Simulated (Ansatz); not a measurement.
MgRh (CsCl type)

```
MgRh
1.0
    6.09456     0.00000     0.00000
    3.04728     3.04728     0.00000
    0.00000     0.00000     3.04728
Mg Rh
2 2
Direct
  0.00000   0.00000   0.00000
  0.50000   0.00000   0.00000
  0.00000   0.50000   0.50000
  0.50000   0.50000   0.50000
```

A phonon eigenvector at M = (0.5, 0.5, 0.0) is frozen into this cell: atom i moves by Q times the vector below, so Q is the largest atomic displacement, in Å. The cell is held. It is one choice among 2 degenerate patterns. (q is in reciprocal vectors of the primitive cell; the cell shown is doubled to hold the pattern.)

```csv
atom,x,y,z
Mg1,0.841,0.000,0.000
Mg2,-0.841,0.000,0.000
Rh3,0.000,1.000,0.000
Rh4,0.000,-1.000,0.000
```

Calculation: LDA (plane waves to 420 eV, PAW, scalar-relativistic; Ansatz, an electronic-structure program). k mesh 15×15×15 (Γ-centred), Fermi-Dirac smearing 0.05 eV. The energy includes the smearing's −TS. With partly filled bands, energies and forces of such displacements shift with the k mesh and the smearing. MgRh is run without spin polarisation. MgRh was relaxed with its symmetry unable to fall. ΔE is measured from the undisplaced structure.

The scan covers Q from -0.280 to 0.280 Å in 13 points.

**Question.** Which space group does the distorted structure have?

**Answer.** Cmmm (No. 65), lowered from Pm-3m.

**Question.** Is this a single well or a double well?

**Answer.** A single well with its minimum at or next to zero displacement.

**Question.** What harmonic wavenumber does the curvature at Q = 0 give?

**Answer.** 74 cm⁻¹.

(For displaced atoms, the force is minus the slope of the energy, and its curvature is a force constant, which sets phonon frequencies.)
